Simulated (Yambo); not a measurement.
NaAuO₂: lowest vertical excitons

```
NaAuO2
1.0
    3.31195    -1.50627    -0.01957
    3.31195     1.50627    -0.01957
   -2.95292     0.00000     5.38888
O Na Au
2 1 1
Direct
  0.08969   0.08969   0.24560
  0.91031   0.91031   0.75440
  0.50000   0.50000   0.50000
  0.50000   0.50000   0.00000
```

Cell and atoms were relaxed with PBEsol from Materials Project entry mp-997089, within its symmetry.

BSE in Yambo on norm-conserving PBEsol (Quantum ESPRESSO, 88 Ry, without SOC) bands: 8×8×4 mesh, 10 valence and 3 conduction bands, static screening with 39 bands and a 4 Ry block, scissor 2.04 eV, Tamm-Dancoff; field along x.

```json
[
 {"state": "1", "energy (eV)": "2.37", "states within 2 meV": "1", "relative strength": "< 0.01", "class": "dark", "main transitions": "VB → CB (92 %)"},
 {"state": "2", "energy (eV)": "2.75", "states within 2 meV": "1", "relative strength": "< 0.01", "class": "dark", "main transitions": "VB → CB (77 %)"},
 {"state": "3", "energy (eV)": "2.94", "states within 2 meV": "1", "relative strength": "< 0.01", "class": "dark", "main transitions": "several band pairs"},
 {"state": "4", "energy (eV)": "3.01", "states within 2 meV": "1", "relative strength": "< 0.01", "class": "dark", "main transitions": "VB → CB (92 %)"},
 {"state": "5", "energy (eV)": "3.24", "states within 2 meV": "1", "relative strength": "1.00", "class": "weak", "main transitions": "several band pairs"},
 {"state": "6", "energy (eV)": "3.30", "states within 2 meV": "1", "relative strength": "< 0.01", "class": "dark", "main transitions": "VB → CB (96 %)"},
 {"state": "7", "energy (eV)": "3.32", "states within 2 meV": "1", "relative strength": "< 0.01", "class": "dark", "main transitions": "VB → CB (100 %)"},
 {"state": "8", "energy (eV)": "3.36", "states within 2 meV": "1", "relative strength": "< 0.01", "class": "dark", "main transitions": "VB → CB (95 %)"},
 {"state": "9", "energy (eV)": "3.38", "states within 2 meV": "1", "relative strength": "0.01", "class": "dark", "main transitions": "VB → CB (99 %)"},
 {"state": "10", "energy (eV)": "3.43", "states within 2 meV": "1", "relative strength": "< 0.01", "class": "dark", "main transitions": "VB → CB (99 %)"}
]
```

These are vertical excitations (zero momentum); the indirect quasiparticle gap, about 3.12 eV, is smaller than the direct one (4.07 eV on the GW mesh). The direct quasiparticle gap on this mesh is 3.69 eV; counted from there, state 1 is bound by 1.32 eV. Convergence with the mesh was not shown.

Spin singlets only. Strengths are relative to the strongest of the lowest states of this run; strong means a line over 3 % of the spectrum's maximum, dark under 0.03 %. Absolute energies carry the error of the G0W0 scissor, whose convergence isn't established; the long-wavelength screening was taken along (1,1,1) although the crystal is anisotropic.

Spin-orbit coupling is left out, which matters for elements this heavy: edges can move by tenths of an eV.

The structure is a Materials Project entry; no match was found in the copy of COD used, and its stability was not checked.
